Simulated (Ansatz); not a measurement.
Relaxed ZrB₂ (AlB2 type, space group P6/mmm):

```
CELL_PARAMETERS angstrom
      6.34286     0.00000     0.00000
     -1.58571     2.74654     0.00000
      0.00000     0.00000     3.54132
ATOMIC_POSITIONS crystal
  Zr 0.00000 0.00000 0.00000
  Zr 0.50000 0.00000 0.00000
  B  0.16667 0.66667 0.50000
  B  0.66667 0.66667 0.50000
  B  0.33333 0.33333 0.50000
  B  0.83333 0.33333 0.50000
```

In this cell atom 2 (Zr, nearest neighbour B at 2.547 Å; its periodic images, 3.2 Å or more away, move with it) is moved by s along Cartesian [110], unit vector (0.707, 0.707, 0.000); all other atoms and the cell stay fixed.

These are PBE (plane waves to 420 eV, PAW, scalar-relativistic; Ansatz, a quantum-chemistry and plane-wave program) values and carry that method's errors. k mesh 7×14×11 (Γ-centred), Fermi-Dirac smearing 0.05 eV. The energy includes the smearing's −TS. With partly filled bands, energies and forces of such displacements shift with the k mesh and the smearing. ZrB2 is run without spin polarisation. ZrB2 was relaxed with its symmetry unable to fall. The zero of ΔE is the undisplaced structure. The last digit holds for this mesh only.

```
s (Å)   ΔE (meV/cell)
------  -------------
-0.250          645.6
-0.200          412.3
-0.150          231.5
-0.100          102.8
-0.050           25.7
0.000             0.0
0.050            25.7
0.100           102.8
0.150           231.5
0.200           412.3
0.250           645.6
```

**Question.** What force constant k = d²E/ds² at s = 0 does the table give?

**Answer.** 21 eV/Å². It is the second difference of the nearest points, corrected with the next pair.

**Question.** With k = 20.54 eV/Å² from the forces, is the well harmonic out to s = 0.250 Å?

**Answer.** ½ks² = 642 meV/cell against the computed 646 meV/cell, so the well is close to harmonic there.

(A displaced cell: forces are minus the slopes of the energy, force constants its curvatures, and phonons follow from these.)
